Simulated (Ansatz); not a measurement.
Geometry optimisation in Ansatz: input, command and trajectory.

```yaml
crystal:
  lattice:
    - [-3.6813530141, 3.6813530141, 2.8524731554]
    - [3.6813530141, -3.6813530141, 2.8524731554]
    - [3.6813530141, 3.6813530141, -2.8524731554]
  atoms:
    - { symbol: Na, position: [0.1725953589, 0.6725953589, 0.8451907179] }
    - { symbol: Na, position: [0.6725953589, 0.8274046411, 0.5] }
    - { symbol: Na, position: [0.8274046411, 0.3274046411, 0.1548092821] }
    - { symbol: Na, position: [0.3274046411, 0.1725953589, 0.5] }
    - { symbol: Au, position: [0.75, 0.75, 0.0] }
    - { symbol: Au, position: [0.25, 0.25, 0.0] }
basis:
  ecutwfc: 420
kpoints:
  mp_grid: { grid: [8, 8, 8] }
hamiltonian:
  xc: lda
scf:
  occupations: { method: gaussian, width: 0.1 }
output:
  forces: true
  stress: true
  eigenvalues: true
relax:
  adjacent_minimum: "off"
  f_tol: 0.005
  max_steps: 50
  cell: { stress_tol: 0.05 }
```

```bash
ansatz run input.yaml --threads 1 --pin off --max-ram 2560MiB --backend cpu --events-out ev --progress --plain --runs-dir out
```

Computed with DFT LDA, scalar-relativistic, plane waves, PAW in Ansatz.

Of 5 frames 5 are shown, positions in Å and forces in eV/Å; the SCF threshold varies from step to step. Steps run on the plane waves of an earlier cell, with a Pulay correction in the pressure. The basis is chosen afresh for the last frame, the zero of the energies, and at times for earlier ones too; energy and pressure step there, also at an unchanged geometry.

```xyz
6
Lattice="-3.6814 3.6814 2.8525 3.6814 -3.6814 2.8525 3.6814 3.6814 -2.8525" Properties=species:S:1:pos:R:3:forces:R:3 pbc="T T T" step=1 free_energy_over_end_meV_per_atom=28.26 pressure_GPa=-3.01
Na    4.9521    1.2708    0.0000    0.0720    0.0720    0.0000
Na    2.4106    1.2708    2.8525   -0.0720    0.0720    0.0000
Na   -1.2708    2.4106    2.8525   -0.0720   -0.0720    0.0000
Na    1.2708    2.4106    0.0000    0.0720   -0.0720    0.0000
Au    0.0000    0.0000    4.2787    0.0000    0.0000    0.0000
Au    0.0000    0.0000    1.4262    0.0000    0.0000    0.0000
6
Lattice="-3.6128 3.6128 2.7486 3.6128 -3.6128 2.7486 3.6128 3.6128 -2.7486" Properties=species:S:1:pos:R:3:forces:R:3 pbc="T T T" step=2 free_energy_over_end_meV_per_atom=2.56 pressure_GPa=-0.99
Na    4.8606    1.2478    0.0000    0.0191    0.0191    0.0000
Na    2.3650    1.2478    2.7486   -0.0191    0.0191    0.0000
Na   -1.2478    2.3650    2.7486   -0.0191   -0.0191    0.0000
Na    1.2478    2.3650    0.0000    0.0191   -0.0191    0.0000
Au    0.0000    0.0000    4.1228    0.0000    0.0000    0.0000
Au    0.0000    0.0000    1.3743    0.0000    0.0000    0.0000
6
Lattice="-3.5593 3.5593 2.7271 3.5593 -3.5593 2.7271 3.5593 3.5593 -2.7271" Properties=species:S:1:pos:R:3:forces:R:3 pbc="T T T" step=3 free_energy_over_end_meV_per_atom=-0.01 pressure_GPa=0.20
Na    4.7875    1.2282    0.0000   -0.0059   -0.0059    0.0000
Na    2.3311    1.2282    2.7271    0.0059   -0.0059    0.0000
Na   -1.2282    2.3311    2.7271    0.0059    0.0059    0.0000
Na    1.2282    2.3311    0.0000   -0.0059    0.0059    0.0000
Au    0.0000    0.0000    4.0906    0.0000    0.0000    0.0000
Au    0.0000    0.0000    1.3635    0.0000    0.0000    0.0000
6
Lattice="-3.5562 3.5562 2.7408 3.5562 -3.5562 2.7408 3.5562 3.5562 -2.7408" Properties=species:S:1:pos:R:3:forces:R:3 pbc="T T T" step=4 free_energy_over_end_meV_per_atom=-0.19 pressure_GPa=0.01
Na    4.7824    1.2262    0.0000   -0.0001   -0.0001    0.0000
Na    2.3299    1.2262    2.7408    0.0001   -0.0001    0.0000
Na   -1.2262    2.3299    2.7408    0.0001    0.0001    0.0000
Na    1.2262    2.3299    0.0000   -0.0001    0.0001    0.0000
Au    0.0000    0.0000    4.1112    0.0000    0.0000    0.0000
Au    0.0000    0.0000    1.3704    0.0000    0.0000    0.0000
6
Lattice="-3.5562 3.5562 2.7408 3.5562 -3.5562 2.7408 3.5562 3.5562 -2.7408" Properties=species:S:1:pos:R:3:forces:R:3 pbc="T T T" step=5 free_energy_over_end_meV_per_atom=0.00 pressure_GPa=0.01
Na    4.7824    1.2262    0.0000   -0.0001   -0.0001    0.0000
Na    2.3299    1.2262    2.7408    0.0001   -0.0001    0.0000
Na   -1.2262    2.3299    2.7408    0.0001    0.0001    0.0000
Na    1.2262    2.3299    0.0000   -0.0001    0.0001    0.0000
Au    0.0000    0.0000    4.1112    0.0000    0.0000    0.0000
Au    0.0000    0.0000    1.3704    0.0000    0.0000    0.0000
```

The run took 25 s on 1 thread of AMD EPYC 9R45 96-Core Processor (Zen 5), with other jobs on the host, peak memory 0.63 GiB.

Spin–orbit coupling is left out, which can shift energies with elements as heavy as these.